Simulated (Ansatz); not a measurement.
Si: a jump of Ni

Computed with DFT PBE, scalar-relativistic, plane waves, PAW (Ansatz 0.2.0). Run with 420 eV cutoff, 2×2×2 k-mesh, shifted by half a step, Gaussian smearing of 0.02 eV, no spin polarisation.

Host crystal, relaxed:

```yaml
crystal:
  lattice:
    - [0.00000, 2.73505, 2.73505]
    - [2.73505, 0.00000, 2.73505]
    - [2.73505, 2.73505, 0.00000]
  atoms:
    - { symbol: Si, position: [0.75000, 0.75000, 0.75000] }
    - { symbol: Si, position: [0.50000, 0.50000, 0.50000] }
```

In a supercell of 32 host sites, interstitial Ni hops to an equivalent place, moving 0.78 Å between the relaxed ends. Climbing-image nudged elastic band at fixed cell with images 0 (start) to 6 (end), the path measured over all atoms, converged to 0.05 eV/Å; the order of the saddle wasn't checked, and the small cell leaves errors of about a tenth of an eV.

Supercell rows in host cell vectors: 1 1 -3; -3 1 1; 1 1 1. Ni was set at (0.000, 0.000, 0.000) of the host cell.

At the relaxed start Ni has 3 Si at 2.31 Å, 3 Si at 2.39 Å, 1 Si at 3.14 Å.

Question: What barrier does the band give, and what surrounds the atom at the top?

Answer: 0.02 eV at image 3, where Ni has 6 Si at 2.32 Å.

Cost: 1 run of about 16 core-minutes, on Intel Xeon Processor @ 2.50GHz (Skylake/Cascade Lake) (shared hosts).